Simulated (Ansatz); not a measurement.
AlRu:
```
AlRu
1.0
    2.97629     0.00000     0.00000
    0.00000     2.97629     0.00000
    0.00000     0.00000     2.97629
Al Ru
1 1
Direct
  0.00000   0.00000   0.00000
  0.50000   0.50000   0.50000
```

Relaxed with PBEsol.

Q: List the phonon frequencies at the special points (DFPT on a 4×4×4 q-mesh, Fourier-interpolated; PBEsol (plane waves, PAW; program Ansatz)).

A: In cm⁻¹; no LO–TO term at Γ, as the run had none.

```json
[
 {"q": "Γ", "frequencies": "0 0 0 321 321 321"},
 {"q": "X", "frequencies": "164 164 213 294 294 339"},
 {"q": "M", "frequencies": "107 107 193 283 360 360"},
 {"q": "R", "frequencies": "185 185 185 343 343 343"}
]
```

Space group Pm-3m (CsCl type). The PBEsol relaxation kept the symmetry of its start; phonons on a q-mesh show no instability. No spin polarisation was allowed. As this level gives no gap, phonon frequencies hold no LO–TO term and depend on the k-mesh and smearing (Fermi–Dirac, 0.1 eV here).

Potentials: the later of the program's two PAW sets.
